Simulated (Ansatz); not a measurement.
Starting cell, ScAl$_{3}$ (Cu3Au type):

```
CELL_PARAMETERS angstrom
      4.08581     0.00000     0.00000
      0.00000     4.08581     0.00000
      0.00000     0.00000     4.08581
ATOMIC_POSITIONS crystal
  Al 0.00000 0.50000 0.50000
  Al 0.50000 0.50000 0.00000
  Al 0.50000 0.00000 0.50000
  Sc 0.00000 0.00000 0.00000
```

In each cell atom 1 (Al, nearest neighbour Al at 2.889 Å; its periodic images, 4.1 Å or more away, move with it) moves by s·(0.000, 0.000, 1.000) (along Cartesian z), the rest being held.

Calculation: r2SCAN (plane waves to 500 eV, PAW, scalar-relativistic; Ansatz, a first-principles code). k mesh 9×9×9 (Γ-centred), Fermi-Dirac smearing 0.05 eV. Energies are smeared free energies. With partly filled bands, energies and forces of such displacements shift with the k mesh and the smearing. ScAl3 is run without spin polarisation. ScAl3 was relaxed with its symmetry unable to fall. ΔE is measured from the undisplaced structure. The last digit holds for this mesh only.

```
s (Å)   ΔE (meV/cell)
------  -------------
-0.580         1194.7
-0.464          756.6
-0.348          420.9
-0.232       withheld
-0.116           46.3
0.000             0.0
0.116            46.3
0.232        withheld
0.348           420.9
0.464           756.6
0.580          1194.7
```

Q: Fit an even polynomial form (powers 2, 4, 6) to the given rows and predict ΔE at s = 0.232.

A: Least squares on the 9 given rows: ΔE = (3416)·s² + (546.0)·s⁴ + (-429.6)·s⁶, in meV/cell with s in Å; root-mean-square residual 0.14 meV/cell. At 0.232 the fit gives 185.4 meV/cell; the calculation gives 185.6 meV/cell, so the interpolation is off by -0.2 (-0.1 %). The quadratic term alone would give 183.9 meV/cell.

(A displaced cell: forces are minus the slopes of the energy, force constants its curvatures, and phonons follow from these.)
